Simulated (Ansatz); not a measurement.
Input and command of a calculation in Ansatz (plane waves; scalar-relativistic PAW potentials unless the input names others):

```yaml
crystal:
  lattice:
    - [3.9463371421, 0.0, 0.0]
    - [0.0, 3.9463371421, 0.0]
    - [0.0, 0.0, 7.0389488509]
  atoms:
    - { symbol: Hg, position: [0.5, 0.5, 0.0] }
    - { symbol: P, position: [0.0, 0.0, 0.5] }
    - { symbol: Pd, position: [0.0, 0.5, 0.3027927468] }
    - { symbol: Pd, position: [0.0, 0.5, 0.6972072532] }
    - { symbol: Pd, position: [0.5, 0.0, 0.3027927468] }
    - { symbol: Pd, position: [0.5, 0.0, 0.6972072532] }
    - { symbol: Pd, position: [0.0, 0.0, 0.0] }
basis:
  ecutwfc: 500
kpoints:
  mp_grid: { grid: [10, 10, 6] }
hamiltonian:
  xc: r2scan
scf:
  occupations: { method: gaussian, width: 0.1 }
  max_iter: 80
output:
  forces: true
  eigenvalues: true
  stress: true
ecutwfc: 0.3
```

```bash
ansatz run input.yaml --threads 1 --pin off --max-ram 2560MiB --backend cpu --events-out ev --progress --plain --runs-dir out
```

**Question.** What is wrong with this input?

**Answer.** The program refuses it, because of a keyword of another program (ecutwfc: not typed → 0.3). Without that key it is accepted.

Abridged log:
```
Error: YAML parse error: error: line 27 column 1: unknown field `ecutwfc`, expected one of crystal, accuracy, basis, kpoints, hamiltonian, magnetization, projection, total_charge, correlation, batch, efield, external_charges, scf, relax, neb, saddle, md, ramp, phonons, dielectric, real_time, elastic, magnetic_configurations, gw, evaluate, workflow, output, checkpoint, execution
  --> <input>:27:1
   |
25 |   eigenvalues: true
26 |   stress: true
27 | ecutwfc: 0.3
   | ^ unknown field `ecutwfc`, expected one of crystal, accuracy, basis, kpoints, hamiltonian, magnetization, projection, total_charge, correlation, batch, efield, external_charges, scf, relax, neb, saddle, md, ramp, phonons, dielectric, real_time, elastic, magnetic_configurations, gw, evaluate, workflow, output, checkpoint, execution
```